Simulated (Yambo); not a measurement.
GaAs (zinc blende, space group F-43m, No. 216), G0W0@LDA in Yambo; all else as in the reference (4×4×4 Γ-centred k mesh, 111 bands and a 10 Ry block in the screening, 111 bands in G with the Bruneval-Gonze terminator, plasmon pole fitted at 27.2 eV). One parameter is varied: the cutoff of the exchange sum, over 5, 10, 20, 40, 80 Ry.

### Question
From which value on does the gap Γ → Γ stay within 0.05 eV of the largest setting?

### Answer
From 40 Ry on.
```
cutoff of the exchange sum (Ry)  G0W0 gap (eV)  valence shift (eV)
-------------------------------  -------------  ------------------
5                                         2.30                0.31
10                                        1.65               -0.21
20                                        1.24               -0.51
40                                        1.29               -0.63
80                                        1.33               -0.67
```
The last step of the sweep still moves the gap by 36 meV; the other settings are held fixed.

The standard potentials for As, Ga keep a d shell in the valence without the s and p states of that shell. In tests on such compounds this moved G0W0 gaps by up to about 0.9 eV, so absolute quasiparticle energies here are unreliable; differences between settings are what counts.

Spin-orbit coupling is not included.

Geometry relaxed with LDA; primitive cell a = b = c = 3.960 Å, α = β = γ = 60.00°.

A shift is the quasiparticle energy of the state minus its LDA energy.
